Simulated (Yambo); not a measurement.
Here is the system:

```xyz
2
Lattice="0.0000 3.1721 3.1721 3.1721 0.0000 3.1721 3.1721 3.1721 0.0000" Properties=species:S:1:pos:R:3 pbc="T T T"
Ag     0.0000     0.0000     0.0000
I      1.5861     1.5861     1.5861
```

Workflow: norm-conserving LDA (Quantum ESPRESSO, 86 Ry, no spin-orbit coupling), then G0W0 in Yambo (4×4×4 Γ-centred k mesh, bands 5 to 129 and a 8 Ry block in the screening, 129 bands in G with the Bruneval-Gonze terminator, plasmon pole fitted at 27.2 eV).

**Question.** Give the LDA and G0W0 gaps between the band edges found on this mesh, and say where the edges lie.

**Answer.** Edges: Γ → Γ. LDA: 1.05 eV; G0W0: 2.36 eV. Nearest settings tried, and what they do to the gap: 81 bands in W, 81 bands in G: +3 meV; 3 Ry block (51 vectors against 181): -91 meV. Not varied: mesh. So the settings aren't converged at that level. Spin-orbit coupling is left out, which matters for elements this heavy: edges can move by tenths of an eV.

Geometry relaxed with LDA.
